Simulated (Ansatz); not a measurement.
LiBH4 in space group Ama2 (No. 40; Pearson symbol oS24), DFT-LDA in the program Ansatz with PAW potentials. The conduction-band minimum lies on the Γ–Y line, 97 % of the way from Γ, with 2 equivalent valleys. Second derivatives d²E/dk² of the lowest band at one valley (eV·Å²), along Cartesian directions:

```json
[
 {"direction": "[100]", "d²E/dk²": "13.26"},
 {"direction": "[010]", "d²E/dk²": "1.559"},
 {"direction": "[001]", "d²E/dk²": "13.54"},
 {"direction": "[110]", "d²E/dk²": "7.399"},
 {"direction": "[101]", "d²E/dk²": "13.40"},
 {"direction": "[011]", "d²E/dk²": "7.547"}
]
```

### Question
Find the principal effective masses, the density-of-states mass and the conductivity mass.

### Answer
Off-diagonal terms follow from H_xy = H[110] − (H_xx + H_yy)/2, and m*/mₑ = 7.620 eV·Å² over each eigenvalue: 0.56, 0.57, 4.9. One valley's DOS mass (m₁m₂m₃)^(1/3) = 1.2, conductivity mass 3/(Σ 1/mᵢ) = 0.81 mₑ.

### Question
What effective density of states Nc follows at 300 K for parabolic valleys?

### Answer
Nc = 2.509e19 × 2 × (1.2)^(3/2) ≈ 6.6e19 cm⁻³.

### Question
With the computed static dielectric constant 5.51 (mean of the diagonal), estimate a hydrogenic donor's binding energy and radius.

### Answer
E = 13.606 eV × 0.81/5.51² ≈ 360 meV; a = 0.529 Å × ε/m* ≈ 3.6 Å. Semilocal masses tend to be too small where the gap is.

The first step of the workflow began from a Materials Project structure, measured or hypothetical; the Crystallography Open Database copy checked does not list it. COD files the formula under space group No. 62, so this cell is another polymorph or a model. Its standing as an ambient phase is unchecked. The LDA relaxation kept the symmetry of its start; phonons on a q-mesh show no instability.

Potentials: the later of the program's two PAW sets.
